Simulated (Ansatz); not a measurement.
## Profile along the Na–H line in NaH (rock salt)

NaH (rock salt)

```xyz
2
Lattice="0.0000 2.3973 2.3973 2.3973 0.0000 2.3973 2.3973 2.3973 0.0000" Properties=species:S:1:pos:R:3 pbc="T T T"
Na     0.0000     0.0000     0.0000
H      2.3973     2.3973     2.3973
```

Fields along a shortest Na–H line of a {100} plane (2.40 Å), from Na to H, interpolated on the slice's grid (step about 0.2 Å). Calculation: r2SCAN (plane waves to 500 eV, PAW, scalar-relativistic; Ansatz, an electronic-structure program). k mesh 12×12×12. Inside the PAW spheres the values are not all-electron values, and peaks at nuclei hang on which shells count as valence. NaH was relaxed with its symmetry unable to fall.

| distance from Na (Å) | valence electron density (e/Å³) | electron localisation function |
|---|---|---|
| 0.00 | 20.76 | x |
| 0.12 | 19.49 | x |
| 0.24 | 15.77 | x |
| 0.36 | 10.60 | x |
| 0.48 | 5.58 | x |
| 0.60 | 2.11 | 0.62 |
| 0.72 | 0.67 | 0.49 |
| 0.84 | 0.27 | 0.22 |
| 0.96 | 0.13 | 0.04 |
| 1.08 | 0.09 | 0.02 |
| 1.20 | 0.08 | 0.05 |
| 1.32 | 0.10 | 0.31 |
| 1.44 | 0.13 | 0.78 |
| 1.56 | 0.17 | 0.98 |
| 1.68 | 0.24 | 1.00 |
| 1.80 | 0.34 | 1.00 |
| 1.92 | 0.50 | x |
| 2.04 | 0.75 | x |
| 2.16 | 1.12 | x |
| 2.28 | 1.59 | x |
| 2.40 | 1.84 | x |

x: too close to a nucleus for the ELF to mean much.

Density on the Na–H line (2.40 Å) at its density minimum, 1.1 Å from Na: 0.08 e/Å³. ELF at that point: 0.0. Character of the Na–H contact (rough rule: ELF there above 0.7 covalent, below 0.2 ionic, polar between): closed-shell (ionic).
